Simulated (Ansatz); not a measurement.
BaCdSbF:
```xyz
8
Lattice="4.6159 0.0000 0.0000 0.0000 4.6159 0.0000 0.0000 0.0000 9.7974" Properties=species:S:1:pos:R:3 pbc="T T T"
Ba     0.0000     2.3079     6.2649
Ba     2.3079     0.0000     3.5325
Cd     2.3079     2.3079     0.0000
Cd     0.0000     0.0000     0.0000
Sb     0.0000     2.3079     1.8160
Sb     2.3079     0.0000     7.9814
F      2.3079     2.3079     4.8987
F      0.0000     0.0000     4.8987
```

Relaxed with r²SCAN. Special points in fractions of this cell's reciprocal vectors: Γ (0.000, 0.000, 0.000); X (0.000, 0.500, 0.000); M (0.500, 0.500, 0.000); Z (0.000, 0.000, 0.500); R (0.000, 0.500, 0.500); A (0.500, 0.500, 0.500).

**Question.** List the band energies nearest the valence-band maximum at these points for plane-wave PAW r²SCAN (Ansatz code).

**Answer.** In eV from the valence-band maximum; about four levels below and three above (degenerate sets whole), none deeper than 8.9 eV; points with the same levels are listed once.

| k | below | above |
|---|---|---|
| Γ | -1.74 -1.74 -0.87 0.00 0.00 | 0.59 1.88 1.91 |
| X | -1.42 -1.42 -0.69 -0.69 | 1.95 1.95 2.56 2.56 |
| M | -2.46 -2.46 -2.34 -2.34 | 1.88 1.88 2.21 2.21 |
| Z | -1.73 -1.73 -1.11 -0.02 -0.02 | 0.67 1.95 2.08 |
| R | -1.28 -1.28 -0.68 -0.68 | 1.98 1.98 2.70 2.70 |
| A | -2.45 -2.45 -2.37 -2.37 | 2.19 2.19 2.42 2.42 |

Space group P4/nmm. The first step of the workflow began from a Materials Project structure, measured or hypothetical; the Crystallography Open Database files this formula in space group No. 129, but the cells were not matched. Whether it is the stable phase at ambient conditions was not checked. Symmetry was held in the r²SCAN relaxation; its stability against distortions is not shown here. Spin–orbit coupling is left out wherever it is not named.

Potentials: the later of the program's two PAW sets.
